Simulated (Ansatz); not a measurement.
VBr2O:
```
CELL_PARAMETERS angstrom
      6.69814     1.82501     0.00000
     -6.69814     1.82501     0.00000
     -0.95916     0.00000     3.45465
ATOMIC_POSITIONS crystal
  V  0.00000 0.00000 0.00000
  Br 0.36265 0.63735 0.86275
  Br 0.63735 0.36265 0.13725
  O  0.00000 0.00000 0.50000
```
The run is spin-polarised; directions of the spins, atom by atom: ↑ 0 0 0.

Relaxed with r²SCAN+D4.

Question: Map the electron localisation function on the plane through (0.000, 0.000, 0.000) spanned by u = [0, 0, 1] and v = [1, -1, 1] in lattice vectors, from r²SCAN+D4 in the plane-wave PAW code Ansatz.

Answer: x is the fraction of u, y of v (the angle between them is 90°; rows are the nearest grid lines); atoms in the plane: V at (0.00, 0.00), Br at (0.50, 0.36), Br at (0.50, 0.64), O at (0.50, 0.00).
```
|#%%*:=%%=:=%%=:*%%#|
|%#+..-#%%%%%#-..+#%|
|::.  .-+***+-.  .::|
|                   |
|                   |
|        ...        |
|    .:=**#**=:.    |
|  -#%@@@@@@@@@%#-  |
| .*@@@%:   :%@@@*. |
|  =#%@@#=:=#@@%#=  |
|  :+#%%@@%@@%%#+:  |
|     .:-----:.     |
|     .:-----:.     |
|  :+#%%@@%@@%%#+:  |
|  =#%@@#=:=#@@%#=  |
| .*@@@%:   :%@@@*. |
|  -#%@@@@@@@@@%#-  |
|    .:=**#**=:.    |
|        ...        |
|                   |
|                   |
|::.  .-+***+-.  .::|
|%#+..-#%%%%%#-..+#%|
|#%%*:=%%=:=%%=:*%%#|
```
Scale: ten equal steps from 0.000 (start of ' ') to 0.909 (end of '@'), in the order ' .:-=+*#%@'; x runs from 0.000 to 1.00, y from 0.000 (bottom) to 1.00 (top).

The density is the valence pseudo-density with augmentation charge, so density and ELF within about 1 Å of a nucleus are not all-electron values.

Space group Immm. The first step of the workflow began from a Materials Project structure, measured or hypothetical; the Crystallography Open Database copy checked does not list it. Its standing as an ambient phase is unchecked. The cell was relaxed with r²SCAN+D4 under the symmetry of its start; its stability against distortions is not shown here. The final state is ferromagnetic, the only order run, not a proven ground state. The cell computed holds one magnetic atom, so no antiferromagnetic order was within reach. Other orbital occupations within this spin state were not tried. No Hubbard U is applied.

Potentials: the later of the program's two PAW sets.
